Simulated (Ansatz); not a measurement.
Values for one crystal, relaxed and computed with the program Ansatz at the r²SCAN level (PAW); other levels are named.

- Volume per atom: 17.42 Å³
- Electronic character: metallic (no gap)
- Bulk modulus (Birch–Murnaghan fit): 123 GPa
- Gap with spin–orbit coupling: none (metallic)
- Density of states at the Fermi level: 0.82 states/eV per atom (mean over ±0.08 eV)
- Pressure derivative B′: 3.7
- Formation energy from the elements (no fitted shifts): -0.14 eV/atom

Question: Which compound is it?
A) ZrCu, P2_1/m (Zr on 2e, Cu on 2e)
B) Fe3Rh, Fm-3m (Fe on 8c, Fe on 4a, Rh on 4b)
C) Zr2Au, MoSi2 or CaC2 type
D) Ca2GaCu2, Immm (Ca on 4j, Ga on 2a, Cu on 4h)

Answer: A, ZrCu, P2_1/m (Zr on 2e, Cu on 2e)

The workflow started from a Materials Project entry (that database holds measured and hypothetical structures alike); the Crystallography Open Database copy checked does not list it. Whether it is the stable phase at ambient conditions was not checked. Symmetry was held in the r²SCAN relaxation; its stability against distortions is not shown here. No spin polarisation was allowed. The references are the lowest solids computed at this level, not always the standard phases. Scalar-relativistic: spin–orbit coupling is off unless named, which matters more the heavier the elements.

Potentials: the later of the program's two PAW sets.
